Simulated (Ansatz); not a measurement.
K:
```
K
1.0
   -2.67278     2.67278     2.67278
    2.67278    -2.67278     2.67278
    2.67278     2.67278    -2.67278
K
1
Cartesian
  0.00000   0.00000   0.00000
```

Relaxed with r²SCAN. Special points in fractions of this cell's reciprocal vectors: Γ (0.000, 0.000, 0.000); H (0.500, -0.500, 0.500); N (0.000, 0.000, 0.500); P (0.250, 0.250, 0.250).

Question: List the band energies nearest the Fermi level at these points for the program Ansatz at the r²SCAN level (PAW).

Answer: In eV from the Fermi level; about four levels below and three above (degenerate sets whole), none deeper than 8.9 eV; points with the same levels are listed once.

```tsv
k	below	above
Γ	-2.28	4.69 4.69 4.69
H	–	1.78 1.78 3.64 3.64 3.64
N	–	0.55 0.60 3.46
P	–	1.50 1.50 1.50
```

Space group Im-3m (bcc (W type)). The cell was relaxed with r²SCAN under the symmetry of its start.

Potentials: the earlier of the program's two PAW sets.
